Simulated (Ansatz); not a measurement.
GaCuSe2:
```
GaCuSe2
1.0
   -2.78490     2.78490     5.53702
    2.78490    -2.78490     5.53702
    2.78490     2.78490    -5.53702
Cu Ga Se
2 2 4
Direct
  0.75000   0.25000   0.50000
  0.00000   0.00000   0.00000
  0.25000   0.75000   0.50000
  0.50000   0.50000   0.00000
  0.11683   0.12500   0.49183
  0.63317   0.62500   0.50817
  0.37500   0.88317   0.00817
  0.87500   0.36683   0.99183
```

Relaxed with PBEsol. Independent-particle spectrum: no excitons, no local fields, no scissors shift; 0.1 eV broadening; ε₁ of the summed bands alone.

Problem. Tabulate the dielectric function from PBEsol in the plane-wave PAW code Ansatz.

Solution. 

```csv
E (eV),ε₁ xx,ε₂ xx,ε₁ zz,ε₂ zz
0.0,13.62,0.00,14.78,0.00
0.3,14.15,1.53,13.56,2.48
0.6,13.00,2.34,12.46,2.44
0.9,12.82,2.58,12.40,2.50
1.2,13.31,3.03,12.96,2.84
1.5,14.80,4.44,14.80,4.21
1.8,14.05,10.34,13.09,10.39
2.1,7.21,9.53,7.82,8.29
2.4,7.29,6.94,8.28,6.92
2.7,7.63,6.33,7.89,6.15
3.0,7.40,7.00,8.41,7.25
3.3,7.95,5.21,7.64,7.47
3.6,9.85,8.43,7.13,7.84
3.9,6.61,10.32,4.39,10.43
4.2,5.68,8.21,4.86,5.47
4.5,6.54,9.49,6.59,8.37
4.8,4.25,11.02,5.97,9.39
5.1,2.78,9.62,4.53,10.39
5.4,3.56,9.48,4.61,8.64
5.7,0.68,11.35,1.93,13.67
6.0,-0.28,8.57,-0.90,9.28
6.3,0.26,8.02,-0.51,9.17
6.6,-0.22,9.12,-2.04,8.32
6.9,-2.61,8.09,-2.30,6.59
7.2,-2.44,6.54,-2.34,6.32
7.5,-2.39,5.79,-1.95,5.11
7.8,-2.29,5.40,-1.59,4.87
8.1,-2.27,4.86,-1.54,4.90
8.4,-2.72,4.53,-2.15,5.16
8.7,-2.37,3.95,-2.51,4.45
9.0,-2.42,3.49,-2.31,3.57
9.3,-2.30,3.27,-2.13,3.28
9.6,-2.41,2.85,-2.06,3.01
9.9,-2.26,2.42,-2.27,2.82
10.2,-2.13,2.08,-2.20,2.33
10.5,-1.95,1.74,-2.00,2.01
10.8,-1.75,1.58,-1.95,1.64
11.1,-1.58,1.39,-1.60,1.53
11.4,-1.38,1.23,-1.51,1.34
11.7,-1.12,1.19,-1.33,1.18
12.0,-1.14,1.18,-1.24,1.11
```

Problem. From ε at 2.1 eV (xx: 7.21 + 9.53i), find n, k, the normal reflectivity and the absorption coefficient.

Solution. n = 3.09, k = 1.540, R = 35 %, α = 2kE/ħc = 330000 cm⁻¹.

With all bands, ε∞ without local fields is 13.7 (xx = yy), 14.9 (zz).

Space group I-42d (chalcopyrite). The cell was relaxed with PBEsol under the symmetry of its start. No spin polarisation was allowed. Spin–orbit coupling is left out wherever it is not named.

Potentials: the later of the program's two PAW sets.
